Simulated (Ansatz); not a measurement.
TaAs:
Space group I4₁md (No. 109); a = b = 3.4286 Å, c = 11.5826 Å, α = β = γ = 90.00°

```csv
atom,site,symmetry,x,y,z
Ta,4a,2mm.,0.0000,0.0000,0.7490
As,4a,2mm.,0.0000,0.0000,0.1670
```
(The calculation used a cell of 4 atoms; values per cell refer to that cell.)

Relaxed at zero pressure with PBEsol (plane waves, PAW; program Ansatz).

Q: The volume is raised by 9 % and shape and atoms relax at that volume. What pressure results, and how do the axes share the change?

A: -13.5 GPa; a 2.4 %, b 2.4 %, c 4.0 %; the energy rises by 70 meV/atom.

Q: Give the new structure.

A: 
Space group I4₁md (No. 109); a = 3.5106 Å, b = 3.5106 Å, c = 12.0427 Å, α = 90.00°, β = 90.00°, γ = 90.00°

```tsv
atom	site	symmetry	x	y	z
Ta	4a	2mm.	0.0000	0.0000	0.7495
As	4a	2mm.	0.0000	0.0000	0.1665
```

The phase is kept; no other phase was compared at this pressure.

Space group I4_1md. The cell was relaxed with PBEsol under the symmetry of its start. No spin polarisation was allowed. Spin–orbit coupling is left out wherever it is not named.

Potentials: the later of the program's two PAW sets.
